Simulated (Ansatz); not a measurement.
## Bands of RbLuS2

```
Rb Lu S
1.0
     1.99550    1.15210    7.61267
    -1.99550    1.15210    7.61267
     0.00000   -2.30420    7.61267
Rb Lu S
1 1 2
Direct
  0.00000 0.00000 0.00000
  0.50000 0.50000 0.50000
  0.23030 0.23030 0.23030
  0.76970 0.76970 0.76970
```

Atoms are numbered in the order listed.

Structure: COD 4030790, as refined from experiment and not relaxed.

No spin–orbit coupling, which matters for the heavy atoms here.

These are results of Ansatz 0.2.0, DFT, PBEsol, all-electron LAPW, scalar-relativistic, not measurements.

Sampling and basis: a Γ-centred 9×9×9 k mesh, Fermi–Dirac smearing of 0.01 eV, basis error target 1 meV/atom, no spin polarisation.

Points in fractions of the reciprocal vectors of this cell: Γ (0, 0, 0), T (0.5, 0.5, 0.5), H2 (0.818, 0.182, 0.5), H0 (0.5, -0.182, 0.182), L (0.5, 0, 0), S0 (0.341, -0.341, 0), S2 (0.659, 0, 0.341), F (0.5, 0, 0.5). The path runs Γ–T–H2–H0–L–Γ–S0–S2–F. Energies are in eV from the top of the valence band; (×n) counts levels within 4 meV of each other, which need not be degenerate by symmetry.

(1) Metal or insulator at this level of theory?

(2) Tabulate bands 41 to 47, counted from the lowest band of the run, along the path.

## Answers

(1) An insulator or semiconductor: gap 2.18 eV, indirect from Γ to F (0.5, 0, 0.5).

(2) 
| k (1/Å) | point | band 41 | band 42 | band 43 | band 44 | band 45 | band 46 | band 47 |
| --- | --- | --- | --- | --- | --- | --- | --- | --- |
| 0.00 | Γ | -1.70 | -0.26 | 0.00 | 0.00 | 3.08 | 3.57 | 3.65 |
| 0.06 |  | -1.69 | -0.31 | 0.00 | 0.00 | 3.13 | 3.57 | 3.66 |
| 0.12 |  | -1.69 | -0.42 | -0.02 | -0.02 | 3.27 | 3.58 | 3.67 |
| 0.18 |  | -1.68 | -0.59 | -0.04 | -0.04 | 3.46 | 3.59 | 3.68 |
| 0.24 |  | -1.67 | -0.77 | -0.06 | -0.06 | 3.60 | 3.67 | 3.69 |
| 0.29 |  | -1.66 | -0.94 | -0.08 | -0.08 | 3.61 | 3.71 | 3.71 |
| 0.35 |  | -1.66 | -1.06 | -0.09 | -0.09 | 3.62 | 3.72 | 3.72 |
| 0.41 | T | -1.65 | -1.10 | -0.10 | -0.10 | 3.63 | 3.72 | 3.72 |
| 0.56 |  | -1.64 | -0.87 | -0.32 | -0.17 | 3.53 | 3.66 | 3.96 |
| 0.70 |  | -1.60 | -0.81 | -0.58 | -0.38 | 3.37 | 3.63 | 4.48 |
| 0.84 |  | -1.57 | -1.27 | -0.70 | -0.44 | 3.32 | 3.55 | 4.72 |
| 0.98 |  | -1.59 | -1.54 | -1.01 | -0.55 | 3.44 | 3.46 | 5.20 |
| 1.13 |  | -1.82 | -1.49 | -1.26 | -0.80 | 3.44 | 3.72 | 5.38 |
| 1.27 |  | -2.06 | -1.39 | -1.36 | -1.09 | 3.53 | 4.11 | 5.18 |
| 1.41 | H2 | -2.26 | -1.38 | -1.30 | -1.28 | 3.69 | 4.52 | 4.80 |
| 1.46 |  | -2.26 | -1.39 | -1.31 | -1.27 | 3.71 | 4.55 | 4.77 |
| 1.50 |  | -2.26 | -1.39 | -1.32 | -1.26 | 3.71 | 4.59 | 4.74 |
| 1.54 |  | -2.26 | -1.39 | -1.33 | -1.25 | 3.72 | 4.62 | 4.71 |
| 1.58 |  | -2.26 | -1.39 | -1.33 | -1.25 | 3.72 | 4.62 | 4.71 |
| 1.62 |  | -2.26 | -1.39 | -1.32 | -1.26 | 3.71 | 4.59 | 4.74 |
| 1.66 |  | -2.26 | -1.39 | -1.31 | -1.27 | 3.71 | 4.55 | 4.77 |
| 1.70 | H0 | -2.26 | -1.38 | -1.30 | -1.28 | 3.69 | 4.52 | 4.80 |
| 1.78 |  | -2.23 | -1.47 | -1.27 | -1.23 | 3.77 | 4.63 | 4.72 |
| 1.87 |  | -2.07 | -1.55 | -1.26 | -1.17 | 3.75 | 4.56 | 4.88 |
| 1.95 |  | -1.83 | -1.59 | -1.25 | -1.13 | 3.56 | 4.63 | 4.96 |
| 2.03 |  | -1.58 | -1.58 | -1.23 | -1.13 | 3.27 | 4.68 | 4.79 |
| 2.11 |  | -1.54 | -1.41 | -1.16 | -1.15 | 2.97 | 4.42 | 4.96 |
| 2.19 |  | -1.47 | -1.36 | -1.21 | -1.00 | 2.75 | 4.25 | 5.10 |
| 2.27 | L | -1.44 | -1.36 | -1.25 | -0.94 | 2.66 | 4.19 | 5.15 |
| 2.41 |  | -1.53 | -1.44 | -1.05 | -0.91 | 2.68 | 4.25 | 5.07 |
| 2.54 |  | -1.72 | -1.45 | -0.83 | -0.77 | 2.77 | 4.40 | 4.95 |
| 2.67 |  | -1.78 | -1.50 | -0.68 | -0.52 | 2.92 | 4.37 | 4.84 |
| 2.80 |  | -1.56 | -1.46 | -0.47 | -0.35 | 3.14 | 3.98 | 4.47 |
| 2.93 |  | -1.63 | -0.87 | -0.27 | -0.25 | 3.36 | 3.57 | 4.08 |
| 3.06 |  | -1.68 | -0.29 | -0.24 | -0.07 | 3.23 | 3.55 | 3.77 |
| 3.19 | Γ | -1.70 | -0.26 | 0.00 | 0.00 | 3.08 | 3.57 | 3.65 |
| 3.35 |  | -1.67 | -0.36 | -0.26 | -0.11 | 3.28 | 3.63 | 3.65 |
| 3.50 |  | -1.62 | -1.07 | -0.41 | -0.28 | 3.65 | 3.65 | 3.80 |
| 3.65 |  | -1.77 | -1.50 | -0.80 | -0.42 | 3.74 | 3.76 | 4.38 |
| 3.81 |  | -1.84 | -1.58 | -1.17 | -0.63 | 3.77 | 3.95 | 4.99 |
| 3.96 |  | -1.86 | -1.55 | -1.43 | -0.87 | 3.79 | 4.20 | 4.99 |
| 4.11 |  | -2.21 | -1.50 | -1.37 | -1.08 | 3.79 | 4.46 | 4.93 |
| 4.27 | S0 | -2.26 | -1.39 | -1.33 | -1.25 | 3.72 | 4.63 | 4.70 |
| 4.31 |  | -2.26 | -1.40 | -1.32 | -1.25 | 3.72 | 4.63 | 4.70 |
| 4.35 |  | -2.26 | -1.41 | -1.31 | -1.25 | 3.73 | 4.62 | 4.71 |
| 4.39 |  | -2.26 | -1.42 | -1.29 | -1.26 | 3.74 | 4.61 | 4.72 |
| 4.43 |  | -2.26 | -1.42 | -1.29 | -1.26 | 3.74 | 4.61 | 4.72 |
| 4.47 |  | -2.26 | -1.41 | -1.31 | -1.25 | 3.73 | 4.62 | 4.71 |
| 4.51 |  | -2.26 | -1.40 | -1.32 | -1.25 | 3.72 | 4.63 | 4.70 |
| 4.55 | S2 | -2.26 | -1.39 | -1.33 | -1.25 | 3.72 | 4.63 | 4.70 |
| 4.62 |  | -2.26 | -1.37 | -1.34 | -1.24 | 3.54 | 4.60 | 4.81 |
| 4.69 |  | -2.10 | -1.41 | -1.36 | -1.14 | 3.27 | 4.66 | 4.91 |
| 4.76 |  | -1.87 | -1.45 | -1.34 | -1.04 | 2.97 | 4.73 | 5.00 |
| 4.83 |  | -1.72 | -1.49 | -1.23 | -0.94 | 2.68 | 4.75 | 5.09 |
| 4.90 |  | -1.68 | -1.51 | -1.05 | -0.87 | 2.42 | 4.68 | 5.20 |
| 4.97 |  | -1.67 | -1.53 | -0.88 | -0.82 | 2.25 | 4.59 | 5.34 |
| 5.05 | F | -1.67 | -1.53 | -0.82 | -0.80 | 2.18 | 4.56 | 5.53 |
